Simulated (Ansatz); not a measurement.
# Notes on K2Sb

```
CELL_PARAMETERS angstrom
0.00000 5.08695 0.00000
5.08695 0.00000 0.00000
2.54347 2.54347 -8.88860
ATOMIC_POSITIONS crystal
Sb 0.13220 0.13220 0.73560
K 0.65800 0.65800 0.68400
K 0.32380 0.32380 0.35240
K 0.50000 0.00000 0.00000
K 0.00000 0.50000 0.00000
Sb 0.85490 0.85490 0.29020
```

The numbers come from plane-wave PAW DFT (Ansatz): r2SCAN, spin-orbit coupling, 500 eV, 6×6×6 Γ-centred k points, fermi-dirac occupations (width 0.1 eV). Nothing was relaxed.

The state carries no moments; the state need not be the lowest.

Formation energy: -0.23 eV an atom against the elements' usual phases (free molecules for gases, crystals otherwise, with no correction for O₂ or N₂), so it is bound against them; other compounds may still compete. Relaxing would lower it.
Stress: The pressure is 2.0 GPa (compression positive), so with the atoms held at these fractions the cell would first expand.
Charges: Bader charges in e: K +0.66 to +0.73, Sb -1.41 to -1.36. In the mean K gives up most and Sb takes most.
Forces: The largest is on K2: 0.72 eV/Å, components (0.00, 0.00, 0.72). It makes 0° with the line to a nearest neighbour, Sb6 at 3.50 Å, pointing towards it.
At the Fermi level: It is a metal, with about 8.1 states/eV a cell as the mean within 0.25 eV of the Fermi level, mostly Sb p (93 %).

Origin: a known structure type with other elements, at an estimated volume, so it need not be a known compound.
